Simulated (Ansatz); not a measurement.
input.yaml

```yaml
crystal:
  lattice:
    - [5.5675670203, 0.0, 0.0]
    - [0.0, 6.1766917018, 0.0]
    - [0.0, 0.0, 2.9614690287]
  atoms:
    - { symbol: Fe, position: [0.0, 0.0, 0.0] }
    - { symbol: Fe, position: [0.5, 0.5, 0.5] }
    - { symbol: Sb, position: [0.1888463875, 0.6470993021, 0.0] }
    - { symbol: Sb, position: [0.8111536125, 0.3529006979, 0.0] }
    - { symbol: Sb, position: [0.6888463875, 0.8529006979, 0.5] }
    - { symbol: Sb, position: [0.3111536125, 0.1470993021, 0.5] }
basis:
  ecutwfc: 420
kpoints:
  mp_grid: { grid: [6, 6, 12] }
hamiltonian:
  xc: pbesol
scf:
  occupations: { method: gaussian, width: 0.1 }
output:
  forces: true
  stress: true
  eigenvalues: true
relax:
  adjacent_minimum: "off"
  f_tol: 0.01
  max_steps: 30
  cell: { stress_tol: 0.1, fix: [volume] }
```

Launched with
```bash
ansatz run input.yaml --threads 2 --pin off --max-ram 5120MiB --backend cpu --events-out ev --progress --plain --runs-dir out
```

The calculation used DFT PBEsol, scalar-relativistic, plane waves, PAW (Ansatz 0.2.0).

Part of what the program printed, abridged:

```
Pseudopotentials: kind: paw
Pseudopotential: Fe, paw, valence charge 16, recommended cutoff 420 eV (normal)
Pseudopotential: Sb, paw, valence charge 15, recommended cutoff 420 eV (normal)
Functional definition: PBEsol
Crystal: 6 atoms, lattice volume = 101.842 Å³
Basis set: ecut = 420 eV, 1991 PW (Γ), exchange–correlation on 80×90×40 points (8 copies of the dense FFT grid, shifted against one another)
Bands: 56, of which v1, the nominal top of the filled ones, is band 46 counted from 1 (45 counted from 0)
Symmetry: 8 space group operations
Space group: Pnnm (ITA 58), of the structure as read, at distance tolerance 4.7e-5 Å
k-points: 112 of 432
Initial density: superposition of atomic densities (neutral atoms: chi_scale 0, normalization atom), corrected by the library's trained network
Initial wavefunctions: pseudopotential atomic-orbital guess
Functional: x = pbesol(κ = 0.804, μ = 0.12345679), c = pbesol(β = 0.046)
SCF iter   1: F=—  HF=-34529.846968 eV  |F-HF|=—  |Δ(HF+E_count)|=         —  Δρ=1.73e-2  dr2=2.33e-1  ethr=1.77e-3  ⟨swp⟩=7.1  Hψ=24435  notcnv=0  defer=29
SCF iter   2: F=—  HF=-34529.822867 eV  |F-HF|=—  |Δ(HF+E_count)|=   2.41e-2  Δρ=6.87e-3  dr2=4.24e-2  ethr=2.53e-4  ⟨swp⟩=2.0  Hψ=8036  notcnv=0  defer=210
SCF iter   3: F=—  HF=-34529.818268 eV  |F-HF|=—  |Δ(HF+E_count)|=   4.60e-3  Δρ=8.53e-4  dr2=1.07e-3  ethr=4.61e-5  ⟨swp⟩=1.6  Hψ=6152  notcnv=0  defer=210
SCF iter   4: F=—  HF=-34529.818178 eV  |F-HF|=—  |Δ(HF+E_count)|=   9.03e-5  Δρ=2.14e-4  dr2=4.44e-5  ethr=1.16e-6  ⟨swp⟩=2.0  Hψ=7521  notcnv=0  defer=210
SCF iter   5: F=—  HF=-34529.818160 eV  |F-HF|=—  |Δ(HF+E_count)|=   1.79e-5  Δρ=7.50e-5  dr2=5.98e-6  ethr=4.83e-8  ⟨swp⟩=2.4  Hψ=9114  notcnv=0  defer=210
SCF iter   6: F=—  HF=-34529.818158 eV  |F-HF|=—  |Δ(HF+E_count)|=   1.70e-6  Δρ=2.90e-5  dr2=7.70e-7  ethr=6.50e-9  ⟨swp⟩=2.0  Hψ=9925  notcnv=0  defer=210
SCF iter   7: F=-34529.818158 eV  HF=-34529.818158 eV  |F-HF|=4.10e-8  |Δ(HF+E_count)|=   3.06e-8  Δρ=1.16e-5  dr2=5.37e-8  ethr=1.09e-10  ⟨swp⟩=9.7  Hψ=27071  notcnv=0
SCF 1 converged in 7 iterations: F = -34529.818158 eV  dr2 = 5.37e-8
relax step   1: F+E_penalty+E_count = -34529.81815819 eV  Δ(F+E_penalty+E_count) = +0.000e0 eV  max|allowed force component| = 5.447e-2 eV/Å  Δτ_max = 0.0000 Å  P = +20.614 GPa  Ω = 101.842 Å³  fix = [volume]  reactions: volume +20.614 GPa (7 SCF iters, dr2 threshold 1.00e-7 eV, accepted)
Initial density: handed on by an earlier stage of this run
Initial wavefunctions: those handed on with the density
SCF iter   1: F=—  HF=-34529.818085 eV  |F-HF|=—  |Δ(HF+E_count)|=         —  Δρ=1.43e-3  dr2=9.01e-4  ethr=9.70e-7  ⟨swp⟩=2.0  Hψ=30248  notcnv=0
SCF iter   2: F=—  HF=-34529.817803 eV  |F-HF|=—  |Δ(HF+E_count)|=   2.82e-4  Δρ=6.68e-4  dr2=2.91e-4  ethr=9.70e-7  ⟨swp⟩=1.0  Hψ=6272  notcnv=0
SCF iter   3: F=—  HF=-34529.817690 eV  |F-HF|=—  |Δ(HF+E_count)|=   1.12e-4  Δρ=1.36e-4  dr2=2.36e-5  ethr=3.16e-7  ⟨swp⟩=2.1  Hψ=7942  notcnv=0
SCF iter   4: F=—  HF=-34529.817682 eV  |F-HF|=—  |Δ(HF+E_count)|=   8.35e-6  Δρ=2.98e-5  dr2=7.65e-7  ethr=2.56e-8  ⟨swp⟩=2.0  Hψ=8118  notcnv=0
SCF iter   5: F=-34529.817682 eV  HF=-34529.817682 eV  |F-HF|=1.65e-7  |Δ(HF+E_count)|=   1.48e-7  Δρ=1.37e-5  dr2=1.85e-7  ethr=8.31e-10  ⟨swp⟩=2.1  Hψ=8544  notcnv=0
SCF iter   6: F=-34529.817682 eV  HF=-34529.817682 eV  |F-HF|=4.71e-9  |Δ(HF+E_count)|=   1.82e-8  Δρ=3.43e-6  dr2=7.99e-9  ethr=2.01e-10  ⟨swp⟩=3.0  Hψ=18885  notcnv=0
SCF 2 converged in 6 iterations: F = -34529.817682 eV  dr2 = 7.99e-9
relax step   2: F+E_penalty+E_count = -34529.81768196 eV  Δ(F+E_penalty+E_count) = +4.762e-4 eV  max|allowed force component| = 2.052e-2 eV/Å  Δτ_max = 0.0070 Å  P = +20.377 GPa  Ω = 101.842 Å³  energy of the carried Pulay correction = -3.943e-17 eV  fix = [volume]  (6 SCF iters, dr2 threshold 6.00e-7 eV, rejected (line search))
SCF iter   1: F=—  HF=-34529.819629 eV  |F-HF|=—  |Δ(HF+E_count)|=         —  Δρ=8.41e-4  dr2=3.31e-4  ethr=2.59e-7  ⟨swp⟩=3.0  Hψ=29059  notcnv=0
SCF iter   2: F=—  HF=-34529.819530 eV  |F-HF|=—  |Δ(HF+E_count)|=   9.91e-5  Δρ=3.83e-4  dr2=9.96e-5  ethr=2.59e-7  ⟨swp⟩=1.1  Hψ=6286  notcnv=0
SCF iter   3: F=—  HF=-34529.819486 eV  |F-HF|=—  |Δ(HF+E_count)|=   4.43e-5  Δρ=8.37e-5  dr2=8.97e-6  ethr=1.08e-7  ⟨swp⟩=2.2  Hψ=8208  notcnv=0
SCF iter   4: F=—  HF=-34529.819485 eV  |F-HF|=—  |Δ(HF+E_count)|=   7.69e-7  Δρ=2.54e-5  dr2=4.33e-7  ethr=9.75e-9  ⟨swp⟩=2.0  Hψ=8040  notcnv=0
SCF iter   5: F=—  HF=-34529.819486 eV  |F-HF|=—  |Δ(HF+E_count)|=   7.01e-7  Δρ=1.01e-5  dr2=6.96e-8  ethr=4.70e-10  ⟨swp⟩=2.0  Hψ=10303  notcnv=0
SCF iter   6: F=—  HF=-34529.819486 eV  |F-HF|=—  |Δ(HF+E_count)|=   1.00e-8  Δρ=3.29e-6  dr2=1.09e-8  ethr=7.56e-11  ⟨swp⟩=1.1  Hψ=6295  notcnv=0
SCF iter   7: F=—  HF=-34529.819486 eV  |F-HF|=—  |Δ(HF+E_count)|=  8.15e-10  Δρ=1.39e-6  dr2=7.18e-10  ethr=1.19e-11  ⟨swp⟩=2.0  Hψ=6863  notcnv=0
SCF iter   8: F=-34529.819486 eV  HF=-34529.819486 eV  |F-HF|=2.18e-11  |Δ(HF+E_count)|=  2.04e-10  Δρ=2.42e-7  dr2=5.19e-11  ethr=1.00e-12  ⟨swp⟩=4.5  Hψ=22280  notcnv=0
the search or the solves at the SCF's close seem to have found levels that the self-consistency loop had missed (the run counts 1). By its estimate they hold under 1e-12 electrons; where the run keeps them, the occupations were computed again with them
SCF 3 converged in 8 iterations: F = -34529.819486 eV  dr2 = 5.19e-11
relax step   3: F+E_penalty+E_count = -34529.81948557 eV  Δ(F+E_penalty+E_count) = -1.327e-3 eV  max|allowed force component| = 6.261e-3 eV/Å  Δτ_max = 0.0038 Å  P = +20.493 GPa  Ω = 101.842 Å³  fix = [volume]  reactions: volume +20.493 GPa (8 SCF iters, accepted)
Initial wavefunctions: pseudopotential atomic-orbital guess (no wavefunctions were taken with the density)
SCF iter   1: F=—  HF=-34529.819487 eV  |F-HF|=—  |Δ(HF+E_count)|=         —  Δρ=1.19e-4  dr2=3.01e-7  ethr=1.23e-7  ⟨swp⟩=3.0  Hψ=38908  notcnv=0
SCF iter   2: F=—  HF=-34529.819488 eV  |F-HF|=—  |Δ(HF+E_count)|=   1.44e-6  Δρ=6.07e-5  dr2=7.90e-8  ethr=3.27e-10  ⟨swp⟩=2.0  Hψ=10746  notcnv=0
SCF iter   3: F=—  HF=-34529.819490 eV  |F-HF|=—  |Δ(HF+E_count)|=   1.95e-6  Δρ=8.51e-7  dr2=3.10e-10  ethr=8.59e-11  ⟨swp⟩=1.0  Hψ=6272  notcnv=0
SCF iter   4: F=-34529.819490 eV  HF=-34529.819490 eV  |F-HF|=7.28e-12  |Δ(HF+E_count)|=  2.18e-11  Δρ=2.40e-7  dr2=2.63e-11  ethr=1.00e-12  ⟨swp⟩=1.5  Hψ=6391  notcnv=0
SCF iter   5: F=-34529.819490 eV  HF=-34529.819490 eV  |F-HF|=7.28e-12  |Δ(HF+E_count)|=  2.18e-11  Δρ=7.59e-8  dr2=3.28e-12  ethr=1.00e-12  ⟨swp⟩=1.0  Hψ=6272  notcnv=0
SCF iter   6: F=-34529.819490 eV  HF=-34529.819490 eV  |F-HF|=0.00e0  |Δ(HF+E_count)|=    0.00e0  Δρ=2.16e-8  dr2=2.71e-13  ethr=1.00e-12  ⟨swp⟩=1.0  Hψ=6272  notcnv=0
SCF iter   7: F=-34529.819490 eV  HF=-34529.819490 eV  |F-HF|=0.00e0  |Δ(HF+E_count)|=  1.46e-11  Δρ=5.03e-9  dr2=2.06e-14  ethr=1.00e-12  ⟨swp⟩=1.0  Hψ=6272  notcnv=0
SCF iter   8: F=-34529.819490 eV  HF=-34529.819490 eV  |F-HF|=7.28e-12  |Δ(HF+E_count)|=  1.46e-11  Δρ=3.13e-9  dr2=9.75e-15  ethr=1.00e-12  ⟨swp⟩=1.2  Hψ=13192  notcnv=0
SCF 4 converged in 8 iterations: F = -34529.819490 eV  dr2 = 9.75e-15
SCF converged after 8 iterations
Free energy (F): -34529.819490 eV
Harris-Foulkes:  -34529.819490 eV  (|F-HF|=7.28e-12)
Internal energy: -34529.815982 eV  (E = F + TS)
E sigma→0 (E₀):  -34529.817736 eV
Entropy (-TS):   -0.003508 eV (-0.585 meV/atom)
Fermi energy:    16.792189 eV
--- Per-component energies (eV) ---
  E_band       = -727.376337
  E_kinetic    = 1572.309103
  E_local      = -10068.812041  (includes V_loc(G=0)·N_el)
  E_nonlocal   = 1899.727116
  E_hartree    = 4582.347253
  E_xc         = -799.013143
  E_vxc        = -709.304738  (∫ρ·V_xc dr)
  E_paw        = -20676.957660  (= ΣΔE_a)
  E_vpaw       = -2585.991933  (= ΣTr[D̂ρ^β])
  E_aug_tail   = 0.001639  (compensation charges beyond the density's cutoff)
  E_ewald      = -11041.104080
  E_core_change = 1.685831  (= ΣΔE_core)
  E_smearing   = -0.003508  (= −TS)
--- Forces (eV/Å), atoms counted from 1 ---
  atom   1  Fe     0.00000000     0.00000000     0.00000000
  atom   2  Fe     0.00000000     0.00000000     0.00000000
  atom   3  Sb    -0.00627163     0.00344369     0.00000000
  atom   4  Sb     0.00627163    -0.00344369     0.00000000
  atom   5  Sb    -0.00627163    -0.00344369     0.00000000
  atom   6  Sb     0.00627163     0.00344369     0.00000000
--- Stress (GPa, compression-positive) ---
       20.485755       0.000000       0.000000
        0.000000      20.486890       0.000000
        0.000000       0.000000      20.507093
  P = ⅓ Tr σ = 20.4932 GPa (204.932 kbar)
--- Band table (eV; the first three rows and the last of 112) ---
  k-point 0: bands = ["-69.3321", "-69.3319", "-35.7218", "-35.7214", "-35.6705", "-35.6705", "-35.3664", "-35.3662", "-12.1941", "-12.1767", "-12.0914", "-12.0868", "-11.9830", "-11.9570", "-11.9462", "-11.9431", "-11.9251", "-11.9189", "-11.8928", "-11.8914", "-11.8845", "-11.8819", "-11.8562", "-11.8518", "-11.8514", "-11.8101", "-11.8081", "-11.7764", "2.7701", "6.0543", "6.3815", "6.9172", "9.9383", "11.0185", "12.4851", "13.1499", "13.3778", "14.2221", "14.9618", "15.3397", "15.5505", "15.5746", "15.9317", "16.3656", "16.3854", "16.4151", "18.0938", "19.8677", "21.0445", "21.7556", "21.7969", "23.2923", "23.3721", "24.4626", "24.8728", "25.1360"]
  k-point 1: bands = ["-69.3319", "-69.3317", "-35.7250", "-35.7246", "-35.6702", "-35.6702", "-35.3661", "-35.3659", "-12.1784", "-12.1618", "-12.0729", "-12.0684", "-11.9908", "-11.9600", "-11.9471", "-11.9380", "-11.9297", "-11.9192", "-11.8956", "-11.8935", "-11.8912", "-11.8881", "-11.8594", "-11.8577", "-11.8542", "-11.8079", "-11.8074", "-11.7763", "2.8958", "6.1681", "6.4910", "7.0183", "10.0768", "11.1290", "12.5361", "13.2080", "13.4820", "14.2815", "14.8980", "15.3599", "15.5366", "15.5471", "15.9239", "16.2807", "16.3287", "16.4132", "18.0827", "18.8748", "21.0345", "21.4136", "21.9507", "22.6301", "23.1282", "23.4515", "23.4556", "25.6783"]
  k-point 2: bands = ["-69.3313", "-69.3311", "-35.7335", "-35.7331", "-35.6694", "-35.6694", "-35.3653", "-35.3651", "-12.1373", "-12.1232", "-12.0224", "-12.0184", "-12.0091", "-11.9785", "-11.9422", "-11.9369", "-11.9248", "-11.9237", "-11.9090", "-11.9047", "-11.9023", "-11.8970", "-11.8802", "-11.8718", "-11.8491", "-11.8067", "-11.8030", "-11.7762", "3.2727", "6.5049", "6.8186", "7.3207", "10.4853", "11.4529", "12.6639", "13.3580", "13.7626", "14.4557", "14.4725", "15.3761", "15.4695", "15.4726", "15.8802", "16.0457", "16.1714", "16.3936", "17.3466", "18.1348", "19.8560", "20.3355", "21.3603", "22.1490", "22.2568", "22.3614", "23.7455", "24.2401"]
  k-point 111: bands = ["-69.3287", "-69.3287", "-35.7682", "-35.7682", "-35.6660", "-35.6660", "-35.3621", "-35.3621", "-12.0666", "-12.0666", "-12.0179", "-12.0179", "-12.0007", "-12.0007", "-11.9696", "-11.9696", "-11.9596", "-11.9596", "-11.8852", "-11.8852", "-11.8207", "-11.8207", "-11.8178", "-11.8178", "-11.8131", "-11.8131", "-11.7840", "-11.7840", "7.6700", "7.6700", "9.1817", "9.1817", "10.4339", "10.4339", "10.7808", "10.7808", "14.2223", "14.2223", "14.3559", "14.3559", "15.4194", "15.4194", "15.5930", "15.5930", "16.9800", "16.9800", "17.1525", "17.1525", "19.0749", "19.0749", "20.4474", "20.4474", "20.9555", "20.9555", "22.2054", "22.2054"]
--- Relaxed structure (3 steps of the walk, 2 accepted, 1 SCFs on fresh bases) ---
  F+E_penalty+E_count = -34529.81949002 eV   max|allowed force component| = 6.272e-3 eV/Å   (the final SCF, on the basis selected at the relaxed cell)
  cell:  # Å, volume = 101.8424 Å³
    - [5.57859818, 0.0, 0.0]
    - [0.0, 6.18169089, 0.0]
    - [0.0, 0.0, 2.95322276]
  atoms:
    - { symbol: Fe, position: [0.0, 0.0, 0.0] }
    - { symbol: Fe, position: [0.5, 0.5, 0.5] }
    - { symbol: Sb, position: [0.18819893, 0.64728638, 0.0] }
    - { symbol: Sb, position: [0.81180106, 0.35271361, 0.0] }
    - { symbol: Sb, position: [0.68819893, 0.85271361, 0.5] }
    - { symbol: Sb, position: [0.31180106, 0.14728638, 0.5] }
```

The relaxation met its thresholds.

The run took 40 s on 2 threads of Intel(R) Xeon(R) 6975P-C (Granite Rapids) (shared host), peak memory 0.77 GiB.